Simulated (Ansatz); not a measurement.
All numbers below come from DFT PBE, scalar-relativistic, plane waves, PAW (Ansatz 0.2.0). All cells share a 420 eV cutoff and Γ-centred k meshes spaced at most about 0.3 Å⁻¹ (about 0.25 or finer for metals, 2π included). Collinear spin in cells that started with moments and kept them past the coarse steps, no spin elsewhere.

Temperature and zero-point effects are left out.

Two relaxed structures of MgTl₂PtC₆N₆:

1. (site moments Pt 0.4 μB)

```
CELL_PARAMETERS angstrom
0.00000 5.45630 5.45630
5.45630 0.00000 5.45630
5.45630 5.45630 0.00000
ATOMIC_POSITIONS crystal
Mg 0.50000 0.50000 0.50000
Tl 0.25000 0.25000 0.25000
Tl 0.75000 0.75000 0.75000
Pt 0.00000 0.00000 0.00000
C 0.80558 0.19442 0.19442
C 0.19442 0.80558 0.19442
C 0.19442 0.19442 0.80558
C 0.19442 0.80558 0.80558
C 0.80558 0.19442 0.80558
C 0.80558 0.80558 0.19442
N 0.69855 0.30145 0.30145
N 0.30145 0.69855 0.30145
N 0.30145 0.30145 0.69855
N 0.30145 0.69855 0.69855
N 0.69855 0.30145 0.69855
N 0.69855 0.69855 0.30145
```

2. (site moments Pt 1.2 μB)

```
CELL_PARAMETERS angstrom
0.00000 5.64343 5.64343
5.64343 0.00000 5.64343
5.64343 5.64343 0.00000
ATOMIC_POSITIONS crystal
Mg 0.00000 0.00000 0.00000
Tl 0.25000 0.25000 0.25000
Tl 0.75000 0.75000 0.75000
Pt 0.50000 0.50000 0.50000
C 0.79892 0.20108 0.20108
C 0.20108 0.79892 0.20108
C 0.20108 0.20108 0.79892
C 0.20108 0.79892 0.79892
C 0.79892 0.20108 0.79892
C 0.79892 0.79892 0.20108
N 0.69506 0.30494 0.30494
N 0.30494 0.69506 0.30494
N 0.30494 0.30494 0.69506
N 0.30494 0.69506 0.69506
N 0.69506 0.30494 0.69506
N 0.69506 0.69506 0.30494
```

Question: Which arrangement of the elements on these sites is preferred, and by what margin?

Answer: Cell 1 is lower, by 207 meV/atom. The two share one framework of sites and differ in which element sits where. Cell 1 has space group Fm-3m (No. 225), 20.3 Å³/atom and no gap on its mesh; cell 2 has space group Fm-3m (No. 225), 22.5 Å³/atom and a gap of 0.53 eV. The shortest distance is 1.17 Å (C–N) in cell 1 and 1.17 Å (C–N) in cell 2. The denser one is the lower, and pressure would at first widen the difference. Even the lower one lies +0.28 eV/atom against the reference forms of the elements (uncorrected), so neither is stable at this level. In cell 1, Mg has 6 N at 2.17 Å; Tl is surrounded by 12 N at 3.90 Å and 12 C at 3.91 Å (long against covalent radii, as for large ions); Pt is surrounded by 6 C at 2.12 Å; C has 1 N at 1.17 Å, 1 Pt at 2.12 Å, 4 C at 3.00 Å, 1 Mg at 3.33 Å, 4 Tl at 3.91 Å and 8 N at 3.91–3.98 Å; around N lie 1 C at 1.17 Å, 1 Mg at 2.17 Å, 4 N at 3.06 Å, 1 Pt at 3.29 Å, 4 Tl at 3.90 Å and 8 C at 3.91–3.98 Å. In cell 2, Mg has 6 C at 2.27 Å; around Tl lie 12 C at 4.03 Å and 12 N at 4.04 Å (long against covalent radii, as for large ions); Pt has 6 N at 2.20 Å; C has 1 N at 1.17 Å, 1 Mg at 2.27 Å, 4 C at 3.21 Å, 1 Pt at 3.37 Å, 4 Tl at 4.03 Å, 4 N at 4.03 Å and 4 N at 4.12 Å; around N lie 1 C at 1.17 Å, 1 Pt at 2.20 Å, 4 N at 3.11 Å, 1 Mg at 3.44 Å, 4 C at 4.03 Å, 4 Tl at 4.04 Å and 4 C at 4.12 Å. Both come from invented guesses.

Spin–orbit coupling, which can matter for Pt and Tl, is left out. Kohn–Sham gaps at this level usually fall short of measured ones. The missing spin–orbit coupling can work the other way here. Another magnetic order may lie lower. Cells relaxed within their symmetry can be saddle points.
